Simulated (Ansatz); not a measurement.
# Data sheet: NbRh₃ (DFT)

NbRh$_{3}$:
```cif
data_NbRh3
_chemical_formula_sum 'Nb1 Rh3'
_space_group_name_H-M_alt 'P 1'
_space_group_IT_number 1
_cell_length_a 3.84525
_cell_length_b 3.84525
_cell_length_c 3.84525
_cell_angle_alpha 90.000
_cell_angle_beta 90.000
_cell_angle_gamma 90.000
loop_
_space_group_symop_operation_xyz
  'x, y, z'
loop_
_atom_site_label
_atom_site_type_symbol
_atom_site_fract_x
_atom_site_fract_y
_atom_site_fract_z
_atom_site_occupancy
Nb1 Nb 0.00000 0.00000 0.00000 1
Rh1 Rh 0.00000 0.50000 0.50000 1
Rh2 Rh 0.50000 0.00000 0.50000 1
Rh3 Rh 0.50000 0.50000 0.00000 1
```

Space group Pm-3m (No. 221), Cu3Au type; conventional cell a = 3.8453 Å, b = 3.8453 Å, c = 3.8453 Å, α = 90.00°, β = 90.00°, γ = 90.00°.

Method: DFT-PBEsol in the program Ansatz with PAW potentials. Geometry: relaxed at this level of theory. Other levels are named where they apply.

**Cell and energy**

| Quantity | Result |
|---|---|
| Volume per atom | 14.21 Å³ |
| Density | 11.73 g/cm³ |
| Formation energy from the elements (no fitted shifts) | -0.55 eV/atom |

**Electronic structure**

| Property | Value |
|---|---|
| Electronic character | metallic (no gap) |
| Density of states at the Fermi level | 0.52 states/eV per atom (mean over ±0.08 eV) |
| Gap with spin–orbit coupling | none (metallic) |

**Mechanics**

| Quantity | Result |
|---|---|
| Bulk modulus (Birch–Murnaghan fit) | 282 GPa |
| Pressure derivative B′ | 4.8 |
| Elastic constants (relaxed ions, GPa) | C11 = 446, C12 = 200, C44 = 202 |
| Mechanical stability | stable (all eigenvalues of C positive) |
| Hill bulk and shear moduli | 282 and 165 GPa |
| Young's modulus | 415 GPa |
| Poisson's ratio | 0.25 |
| Debye temperature from the elastic constants | 513 K |

**Charges**

| Property | Value |
|---|---|
| Bader charges | Nb +1.39, Rh -0.46 e |

The workflow started from an entry of the Crystallography Open Database (COD). Its standing as an ambient phase is unchecked. The PBEsol relaxation kept the symmetry of its start; its stability against distortions is not shown here. No spin polarisation was allowed. As this level gives no gap, shear constants depend on the k-mesh and smearing (Fermi–Dirac, 0.1 eV here). The references are the lowest solids computed at this level, not always the standard phases. Scalar-relativistic: spin–orbit coupling is off unless named, which matters more the heavier the elements.

Potentials: the later of the program's two PAW sets.
